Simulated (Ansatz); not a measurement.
CdSiN2:
```xyz
4
Lattice="1.4489 0.8365 5.9660 -1.4489 0.8365 5.9660 0.0000 -1.6730 5.9660" Properties=species:S:1:pos:R:3 pbc="T T T"
Cd     0.0000     0.0000     8.9490
Si     0.0000     0.0000     0.0000
N      0.0000     0.0000    10.9996
N      0.0000     0.0000     6.8984
```

Relaxed with r²SCAN+D4.

Task: Give the Bader charges and basin volumes of the independent atoms, the program Ansatz at the r²SCAN+D4 level (PAW).

Result: 

| atom | Bader charge (e) | Bader volume (Å³) |
|---|---|---|
| Cd1 | +0.73 | 15.8 |
| Si2 | +3.14 | 3.1 |
| N3 | -1.93 | 12.2 |

Space group R-3m. The start of the workflow was typed in or built on a structure type; neither database checked (COD, Materials Project) lists it. Whether it is the stable phase at ambient conditions was not checked. The r²SCAN+D4 relaxation kept the symmetry of its start; whether a distortion lowers the energy is not shown. The volume moved by -44 % from the start of the relaxation.

Potentials: the earlier of the program's two PAW sets. The files were generated under PBE; for other functionals the program regenerates the frozen cores, and for LDA and PBEsol the local potential too.
